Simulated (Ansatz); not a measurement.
## TlOs: relaxation of cell and atoms

Computed with DFT, r2SCAN, PAW with Ansatz's default frozen-core files, scalar-relativistic (Ansatz 0.2.0).

Command: `ansatz run input.yaml --threads 1 --pin off --max-ram 2048MiB --backend cpu --events-out ev --progress --plain --runs-dir out` The run took 2.7 min on 1 thread of Arm Neoverse V1, with other jobs on the host, peak memory 0.58 GiB.

```yaml
crystal:
  lattice:
    - [1.6302039529, -0.941198691, 5.3253329128]
    - [0.0, 1.8823973821, 5.3253329128]
    - [-1.6302039529, -0.941198691, 5.3253329128]
  atoms:
    - { symbol: Os, position: [0.0, 0.0, 0.0] }
    - { symbol: Tl, position: [0.5, 0.5, 0.5] }
kpoints:
  mp_grid: { grid: [12, 12, 12] }
scf:
  occupations: { method: fermi_dirac, width: 0.05 }
hamiltonian:
  xc: r2scan
  pseudopotentials: { kind: paw }
output:
  forces: true
  stress: true
relax:
  f_tol: 0.005
  max_steps: 80
  cell: {}
```

Spin polarisation is left out, and whether a magnetic state lies lower isn't shown here.

Spin–orbit coupling is left out, though it moves levels of the heavy atoms by tenths of an eV or more.

The cell is built from the L11 type as a first guess.

The cutoff is 500 eV; energies and pressures of the walk include the program's estimate of the Pulay term. The PAW files were made with PBE; their cores are remade for this functional.

Each frame lists the cell vectors (Å), then Cartesian positions (Å); symmetry keeps all forces zero. Free energies count from the first step, -22852.3442 eV.

The walk took 8 evaluations in all; steps that aren't listed are left out.

Step 1: E = 0.0 meV, P = -22.98 GPa

```
cell 1.6302 -0.9412 5.3253 0.0000 1.8824 5.3253 -1.6302 -0.9412 5.3253
Os    0.0000    0.0000    0.0000
Tl    0.0000    0.0000    7.9880
```

Step 2: E = -870.1 meV, P = -19.00 GPa

```
cell 1.5586 -0.8999 5.0655 0.0000 1.7997 5.0655 -1.5586 -0.8999 5.0655
Os    0.0000    0.0000    0.0000
Tl    0.0000    0.0000    7.5983
```

Step 3: E = -1322.7 meV, P = -9.68 GPa

```
cell 1.5148 -0.8746 4.8076 0.0000 1.7491 4.8076 -1.5148 -0.8746 4.8076
Os    0.0000    0.0000    0.0000
Tl    0.0000    0.0000    7.2114
```

Step 4: E = -1477.2 meV, P = 1.06 GPa

```
cell 1.5037 -0.8682 4.5434 0.0000 1.7363 4.5434 -1.5037 -0.8682 4.5434
Os    0.0000    0.0000    0.0000
Tl    0.0000    0.0000    6.8150
```

Step 5: E = -1506.5 meV, P = -0.49 GPa

```
cell 1.5280 -0.8822 4.4479 0.0000 1.7644 4.4479 -1.5280 -0.8822 4.4479
Os    0.0000    0.0000    0.0000
Tl    0.0000    0.0000    6.6718
```

Step 6: E = -1510.3 meV, P = 0.08 GPa

```
cell 1.5364 -0.8870 4.3946 0.0000 1.7741 4.3946 -1.5364 -0.8870 4.3946
Os    0.0000    0.0000    0.0000
Tl    0.0000    0.0000    6.5919
```

Task: How does the relaxation end?

Result: It converges, with a = 3.075 Å, b = 3.075 Å, c = 13.175 Å, α = 90.00°, β = 90.00°, γ = 120.00° (conventional cell, space group R-3m). The last solve (on a basis chosen afresh for the final cell, so its energy is not quite comparable) gives E = -1508.2 meV, P = -0.03 GPa:
```
cell 1.5374 -0.8876 4.3915 0.0000 1.7753 4.3915 -1.5374 -0.8876 4.3915
Os    0.0000    0.0000    0.0000
Tl    0.0000    0.0000    6.5873
```
